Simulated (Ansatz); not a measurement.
Input, command and steps of an Ansatz relaxation.

```yaml
crystal:
  lattice:
    - [3.2573109918, -2.0045822515, 0.0]
    - [3.2573109918, 2.0045822515, 0.0]
    - [0.0, 0.0, 8.3801273668]
  atoms:
    - { symbol: Br, position: [0.8425524426, 0.1574475574, 0.1198453245] }
    - { symbol: Br, position: [0.6574475574, 0.3425524426, 0.6198453245] }
    - { symbol: Br, position: [0.1574475574, 0.8425524426, 0.8801546755] }
    - { symbol: Br, position: [0.3425524426, 0.6574475574, 0.3801546755] }
basis:
  ecutwfc: 420
kpoints:
  mp_grid: { grid: [8, 8, 4] }
hamiltonian:
  xc: pbe
  dispersion: d3bj
scf:
  occupations: { method: gaussian, width: 0.02 }
output:
  forces: true
  stress: true
  eigenvalues: true
relax:
  adjacent_minimum: "off"
  f_tol: 0.01
  max_steps: 30
  cell: { stress_tol: 0.1, fix: [volume] }
```

```bash
ansatz run input.yaml --threads 1 --pin off --max-ram 2560MiB --backend cpu --events-out ev --progress --plain --runs-dir out
```

The calculation used DFT PBE+D3(BJ), scalar-relativistic, plane waves, PAW (Ansatz).

The volume is held at 0.88 times that of the relaxed cell.

Of 7 frames 6 are shown, positions in Å and forces in eV/Å; the SCF threshold varies from step to step. Steps run on the plane waves of an earlier cell, with a Pulay correction in the pressure. The basis is chosen afresh for the last frame, the zero of the energies, and at times for earlier ones too; energy and pressure step there, also at an unchanged geometry. The mark taken_back stands on steps that the optimiser undid.

```xyz
4
Lattice="3.2573 -2.0046 0.0000 3.2573 2.0046 0.0000 0.0000 0.0000 8.3801" Properties=species:S:1:pos:R:3:forces:R:3 pbc="T T T" step=1 free_energy_over_end_meV_per_atom=2.30 pressure_GPa=2.95
Br    3.2573   -1.3733    1.0043    0.0000    0.1466    0.1516
Br    3.2573   -0.6312    5.1944    0.0000   -0.1466    0.1516
Br    3.2573    1.3733    7.3758    0.0000   -0.1466   -0.1516
Br    3.2573    0.6312    3.1857    0.0000    0.1466   -0.1516
4
Lattice="3.2140 -2.0037 0.0000 3.2140 2.0037 0.0000 0.0000 0.0000 8.4969" Properties=species:S:1:pos:R:3:forces:R:3 pbc="T T T" step=2 free_energy_over_end_meV_per_atom=1.41 pressure_GPa=1.95
Br    3.2140   -1.3548    1.0066    0.0000   -0.0480    0.1119
Br    3.2140   -0.6489    5.2550    0.0000    0.0480    0.1119
Br    3.2140    1.3548    7.4903    0.0000    0.0480   -0.1119
Br    3.2140    0.6489    3.2418    0.0000   -0.0480   -0.1119
4
Lattice="3.2273 -2.0084 0.0000 3.2273 2.0084 0.0000 0.0000 0.0000 8.4419" Properties=species:S:1:pos:R:3:forces:R:3 pbc="T T T" step=3 free_energy_over_end_meV_per_atom=0.12 pressure_GPa=2.22
Br    3.2273   -1.3668    1.0102    0.0000    0.0158    0.0536
Br    3.2273   -0.6416    5.2312    0.0000   -0.0158    0.0536
Br    3.2273    1.3668    7.4318    0.0000   -0.0158   -0.0536
Br    3.2273    0.6416    3.2108    0.0000    0.0158   -0.0536
4
Lattice="3.2290 -2.0089 0.0000 3.2290 2.0089 0.0000 0.0000 0.0000 8.4354" Properties=species:S:1:pos:R:3:forces:R:3 pbc="T T T" step=4 free_energy_over_end_meV_per_atom=0.03 pressure_GPa=2.20
Br    3.2290   -1.3674    1.0121    0.0000    0.0132    0.0229
Br    3.2290   -0.6414    5.2298    0.0000   -0.0132    0.0229
Br    3.2290    1.3674    7.4234    0.0000   -0.0132   -0.0229
Br    3.2290    0.6414    3.2057    0.0000    0.0132   -0.0229
4
Lattice="3.2326 -2.0012 0.0000 3.2326 2.0012 0.0000 0.0000 0.0000 8.4584" Properties=species:S:1:pos:R:3:forces:R:3 pbc="T T T" step=5 free_energy_over_end_meV_per_atom=0.03 pressure_GPa=2.21 taken_back
Br    3.2326   -1.3648    1.0152    0.0000    0.0175    0.0206
Br    3.2326   -0.6364    5.2444    0.0000   -0.0175    0.0206
Br    3.2326    1.3648    7.4431    0.0000   -0.0175   -0.0206
Br    3.2326    0.6364    3.2140    0.0000    0.0175   -0.0206
4
Lattice="3.2329 -2.0063 0.0000 3.2329 2.0063 0.0000 0.0000 0.0000 8.4361" Properties=species:S:1:pos:R:3:forces:R:3 pbc="T T T" step=7 free_energy_over_end_meV_per_atom=0.00 pressure_GPa=2.15
Br    3.2329   -1.3629    1.0130    0.0000   -0.0020    0.0055
Br    3.2329   -0.6434    5.2310    0.0000    0.0020    0.0055
Br    3.2329    1.3629    7.4232    0.0000    0.0020   -0.0055
Br    3.2329    0.6434    3.2051    0.0000   -0.0020   -0.0055
```

It took 39 s on 1 thread of Arm Neoverse V2, with other jobs on the host, peak memory 0.4 GiB.